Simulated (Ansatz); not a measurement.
**CaTl$_{2}$As$_{2}$: reading a single point**

```yaml
crystal:
  lattice:
    - [4.50598, 0.00000, 0.00000]
    - [-2.25299, 3.90229, 0.00000]
    - [0.00000, 0.00000, 7.37211]
  atoms:
    - { symbol: As, position: [0.33330, 0.66670, 0.23820] }
    - { symbol: As, position: [0.66670, 0.33330, 0.76180] }
    - { symbol: Tl, position: [0.33330, 0.66670, 0.63310] }
    - { symbol: Tl, position: [0.66670, 0.33330, 0.36690] }
    - { symbol: Ca, position: [0.00000, 0.00000, 0.00000] }
```

Level: PBE, no spin polarisation; 420 eV; 9×9×5 Γ-centred mesh; gaussian occupations (width 0.0493 eV); Ansatz 0.2.0, fixed geometry.

Q: Describe some of the short contacts.

A: As–Tl at 2.77 Å: least valence density 0.33 e/Å³ and ELF 0.35 there. As–Ca at 3.14 Å: least valence density 0.12 e/Å³ and ELF 0.13 there. Tl–Tl at 3.26 Å: least valence density 0.15 e/Å³ and ELF 0.13 there. Both are smooth PAW fields, read partly inside the augmentation spheres.

Q: What does the stress say?

A: The pressure is 7.7 GPa (compression positive), so with the atoms held at these fractions the cell would first expand; the forces are large, so a full relaxation may end otherwise. The principal stresses 4.5, 9.2, 9.2 GPa differ, so its shape would change too.

Q: Which atom feels the largest force, and which way?

A: The largest is on As1 (and as large on other atoms): 1.02 eV/Å, components (0.00, 0.00, -1.02). It makes 110° with the line to a nearest neighbour, Tl4 at 2.77 Å.

Q: How is the charge shared?

A: Bader charges in e: Ca +1.38, Tl +0.20, As -0.89. In the mean Ca gives up most and As takes most.

Q: Is there a gap?

A: It is a metal, with about 2.7 states/eV a cell as the mean within 0.25 eV of the Fermi level, mostly As p (43 %) and Tl s (25 %).

Q: What is the formation energy?

A: -0.16 eV an atom against the elements' usual phases (free molecules for gases, crystals otherwise, with no correction for O₂ or N₂), so it is bound against them; other compounds may still compete. Relaxing would lower it.

Origin: a known structure type with other elements, at an estimated volume, so it need not be a known compound.
